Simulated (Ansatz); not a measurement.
Relaxation of a generated trial cell of Te2Mo in the marcasite structure type; 6 atoms in the cell, which starts as Pnnm (No. 58), oP6; a = 5.859 Å, b = 7.151 Å, c = 4.464 Å, α = β = γ = 90.00°. Method: r2SCAN (plane waves to 500 eV, PAW, scalar-relativistic; Ansatz, a quantum-chemistry and plane-wave program). Γ-centred k-mesh 4×4×5 on the run's cell (coarser than for final values), Fermi–Dirac smearing 0.05 eV. This is the first round of the run. 

The optimiser's lines from the output (shortened; P is positive under compression):

```
relax step   1: F+E_penalty+E_count = -37912.39991395 eV  Δ(F+E_penalty+E_count) = +0.000e0 eV  max|allowed force component| = 8.957e-1 eV/Å  Δτ_max = 0.0000 Å  P = -11.627 GPa  Ω = 187.040 Å³  (11 SCF iters, dr2 threshold 1.00e-7 eV, accepted)
relax step   2: F+E_penalty+E_count = -37914.06611276 eV  Δ(F+E_penalty+E_count) = -1.666e0 eV  max|allowed force component| = 6.692e-1 eV/Å  Δτ_max = 0.0871 Å  P = -7.981 GPa  Ω = 168.485 Å³  (8 SCF iters, dr2 threshold 6.00e-7 eV, accepted)
relax step   3: F+E_penalty+E_count = -37914.91152188 eV  Δ(F+E_penalty+E_count) = -8.454e-1 eV  max|allowed force component| = 3.292e-1 eV/Å  Δτ_max = 0.0592 Å  P = -3.803 GPa  Ω = 156.376 Å³  (8 SCF iters, dr2 threshold 6.00e-7 eV, accepted)
relax step   4: F+E_penalty+E_count = -37915.38348791 eV  Δ(F+E_penalty+E_count) = -4.720e-1 eV  max|allowed force component| = 6.674e-2 eV/Å  Δτ_max = 0.0491 Å  P = -1.273 GPa  Ω = 149.294 Å³  (8 SCF iters, dr2 threshold 6.00e-7 eV, accepted)
relax step   5: F+E_penalty+E_count = -37915.63230980 eV  Δ(F+E_penalty+E_count) = -2.488e-1 eV  max|allowed force component| = 5.270e-2 eV/Å  Δτ_max = 0.0341 Å  P = +0.241 GPa  Ω = 144.270 Å³  (7 SCF iters, dr2 threshold 6.00e-7 eV, accepted)
relax step   6: F+E_penalty+E_count = -37915.65504462 eV  Δ(F+E_penalty+E_count) = -2.273e-2 eV  max|allowed force component| = 4.719e-2 eV/Å  Δτ_max = 0.0129 Å  P = -0.178 GPa  Ω = 143.902 Å³  (6 SCF iters, dr2 threshold 6.00e-7 eV, accepted)
relax step   7: F+E_penalty+E_count = -37915.65571018 eV  Δ(F+E_penalty+E_count) = -6.656e-4 eV  max|allowed force component| = 9.508e-3 eV/Å  Δτ_max = 0.0057 Å  P = -0.086 GPa  Ω = 143.739 Å³  (5 SCF iters, dr2 threshold 5.64e-7 eV, accepted)
relax step   8: F+E_penalty+E_count = -37915.65609498 eV  Δ(F+E_penalty+E_count) = -3.848e-4 eV  max|allowed force component| = 3.376e-3 eV/Å  Δτ_max = 0.0023 Å  P = -0.002 GPa  Ω = 143.669 Å³  (5 SCF iters, dr2 threshold 3.62e-7 eV, accepted)
relax step   9: F+E_penalty+E_count = -37915.65327117 eV  Δ(F+E_penalty+E_count) = +2.824e-3 eV  max|allowed force component| = 3.597e-3 eV/Å  Δτ_max = 0.0000 Å  P = -0.004 GPa  Ω = 143.669 Å³  stress off target by 2.06e-2 GPa  SCF on the basis re-selected at this cell (its energy is not comparable with the rows above)  (7 SCF iters)
relax step  10: F+E_penalty+E_count = -37915.65327585 eV  Δ(F+E_penalty+E_count) = -4.682e-6 eV  max|allowed force component| = 1.880e-4 eV/Å  Δτ_max = 0.0003 Å  P = -0.002 GPa  Ω = 143.660 Å³  (4 SCF iters, dr2 threshold 1.06e-9 eV, accepted)
relax step  11: F+E_penalty+E_count = -37915.65327308 eV  Δ(F+E_penalty+E_count) = +2.768e-6 eV  max|allowed force component| = 1.874e-4 eV/Å  Δτ_max = 0.0000 Å  P = -0.002 GPa  Ω = 143.660 Å³  stress off target by 2.54e-3 GPa  SCF on the basis re-selected at this cell (its energy is not comparable with the rows above)  (6 SCF iters)
```

From the first to the last row the energy changes by -0.54 eV/atom and the volume by -23.2 %. The last row is marked as not comparable with the walk above it, whose basis was carried along; it does compare with step 1, since both stand on a basis selected at the nominal cutoff for their own cell.

Later rounds, restarted from the end of this one on a renewed k-mesh, logged 8 more steps and released under 0.01 eV/atom more. The final structure after all rounds: Pnnm (No. 58), oP6, AFLOW prototype AB2_oP6_58_a_g (as in Fe2C); a = 5.9913 Å, b = 6.8123 Å, c = 3.5210 Å, α = 90.00°, β = 90.00°, γ = 90.00°. Between re-selections the logged energies stand on a plane-wave basis carried along with the cell. No spin polarisation in the result.

The run could not lose the symmetry of its start; a randomly shaken copy of 12 atoms returns to this structure.

The relaxed structure here is a generated cell of Te2Mo: the first start was made by placing the elements on the sites of a structure type, and the end was not matched to a known phase here, so it may be hypothetical. Known forms of Te2Mo include space group No. 194.
